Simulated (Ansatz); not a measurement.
Input, command and steps of an Ansatz relaxation.

```yaml
crystal:
  lattice:
    - [6.136148, 0.0, 0.0]
    - [0.0, 6.136148, 0.0]
    - [0.0, 0.0, 6.136148]
  atoms:
    - { symbol: Rb, position: [0.0, 0.5, 0.5] }
    - { symbol: Rb, position: [0.5, 0.0, 0.5] }
    - { symbol: Rb, position: [0.5, 0.5, 0.0] }
    - { symbol: Ag, position: [0.0, 0.0, 0.0] }
basis:
  ecutwfc: 500
kpoints:
  mp_grid: { grid: [8, 8, 8] }
hamiltonian:
  xc: r2scan
scf:
  occupations: { method: gaussian, width: 0.1 }
output:
  forces: true
  stress: true
  eigenvalues: true
  write_density: true
  write_potential: true
  elf: true
  volumetric_format: npy
relax:
  adjacent_minimum: "off"
  f_tol: 0.005
  max_steps: 80
  cell: { stress_tol: 0.05 }
```

```bash
ansatz run input.yaml --threads 1 --pin off --max-ram 2560MiB --backend cpu --events-out ev --progress --plain --runs-dir out
```

All numbers below come from Ansatz, DFT r2SCAN, scalar-relativistic, plane waves, PAW.

Of 4 frames 4 are shown, positions in Å and forces in eV/Å; the SCF threshold varies from step to step. Steps run on the plane waves of an earlier cell, with a Pulay correction in the pressure. The basis is chosen afresh for the last frame, the zero of the energies, and at times for earlier ones too; energy and pressure step there, also at an unchanged geometry.

```xyz
4
Lattice="6.1361 0.0000 0.0000 0.0000 6.1361 0.0000 0.0000 0.0000 6.1361" Properties=species:S:1:pos:R:3:forces:R:3 pbc="T T T" step=1 free_energy_over_end_meV_per_atom=1.10 pressure_GPa=-0.16
Rb    0.0000    3.0681    3.0681    0.0000    0.0000    0.0000
Rb    3.0681    0.0000    3.0681    0.0000    0.0000    0.0000
Rb    3.0681    3.0681    0.0000    0.0000    0.0000    0.0000
Ag    0.0000    0.0000    0.0000    0.0000    0.0000    0.0000
4
Lattice="6.1253 0.0000 0.0000 0.0000 6.1253 0.0000 0.0000 0.0000 6.1253" Properties=species:S:1:pos:R:3:forces:R:3 pbc="T T T" step=2 free_energy_over_end_meV_per_atom=0.78 pressure_GPa=-0.14
Rb    0.0000    3.0626    3.0626    0.0000    0.0000    0.0000
Rb    3.0626    0.0000    3.0626    0.0000    0.0000    0.0000
Rb    3.0626    3.0626    0.0000    0.0000    0.0000    0.0000
Ag    0.0000    0.0000    0.0000    0.0000    0.0000    0.0000
4
Lattice="6.0572 0.0000 0.0000 0.0000 6.0572 0.0000 0.0000 0.0000 6.0572" Properties=species:S:1:pos:R:3:forces:R:3 pbc="T T T" step=3 free_energy_over_end_meV_per_atom=-0.21 pressure_GPa=0.01
Rb    0.0000    3.0286    3.0286    0.0000    0.0000    0.0000
Rb    3.0286    0.0000    3.0286    0.0000    0.0000    0.0000
Rb    3.0286    3.0286    0.0000    0.0000    0.0000    0.0000
Ag    0.0000    0.0000    0.0000    0.0000    0.0000    0.0000
4
Lattice="6.0572 0.0000 0.0000 0.0000 6.0572 0.0000 0.0000 0.0000 6.0572" Properties=species:S:1:pos:R:3:forces:R:3 pbc="T T T" step=4 free_energy_over_end_meV_per_atom=0.00 pressure_GPa=0.01
Rb    0.0000    3.0286    3.0286    0.0000    0.0000    0.0000
Rb    3.0286    0.0000    3.0286    0.0000    0.0000    0.0000
Rb    3.0286    3.0286    0.0000    0.0000    0.0000    0.0000
Ag    0.0000    0.0000    0.0000    0.0000    0.0000    0.0000
```